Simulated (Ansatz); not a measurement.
The start is a relaxed KI cell with every coordinate shifted by Gaussian noise of σ = 0.3 Å. The structure is fully relaxed (lattice and positions, P = 0) with PBE (plane waves to 420 eV, PAW, scalar-relativistic; Ansatz, a quantum-chemistry and plane-wave program). The first steps use a coarse 6×6×6 k-mesh.

The start:
```
KI
1.0
    0.00000     3.59063     3.59063
    3.59063     0.00000     3.59063
    3.59063     3.59063     0.00000
I K
1 1
Cartesian
  0.68523   0.44680  -0.19514
  3.96682   3.00813   3.96891
```

How large is the pressure on the unrelaxed cell, and of which sign?

+6.0 GPa (positive: the cell is compressed).

By how much does the energy per atom fall from start to end?

0.56 eV/atom.

Is the parent structure recovered?

It returns to the parent structure, Fm-3m (No. 225).

How do the shortest distances between atoms change?

The closest pairs of elements (up to four, under 3.6 Å), start → end: I–K 2.64 → 3.59 Å.

Is the relaxed structure metallic? Give its gap.

3.86 eV, direct at Γ (no spin-orbit coupling).

The end point of the relaxation:

```cif
data_I4K4
_chemical_formula_sum 'I4 K4'
_space_group_name_H-M_alt 'Fm-3m'
_space_group_IT_number 225
_space_group_name_Hall '-F 4 2 3'
_cell_length_a 7.18289
_cell_length_b 7.18289
_cell_length_c 7.18289
_cell_angle_alpha 90.000
_cell_angle_beta 90.000
_cell_angle_gamma 90.000
loop_
_atom_site_label
_atom_site_type_symbol
_atom_site_symmetry_multiplicity
_atom_site_Wyckoff_symbol
_atom_site_fract_x
_atom_site_fract_y
_atom_site_fract_z
_atom_site_occupancy
I1 I 4 b 0.50000 0.50000 0.50000 1
K1 K 4 a 0.00000 0.00000 0.00000 1
```
(The calculation used a cell of 2 atoms; values per cell refer to that cell.)

Final values are on a 8×8×8 k-mesh of the relaxed cell. No spin polarisation in the result.
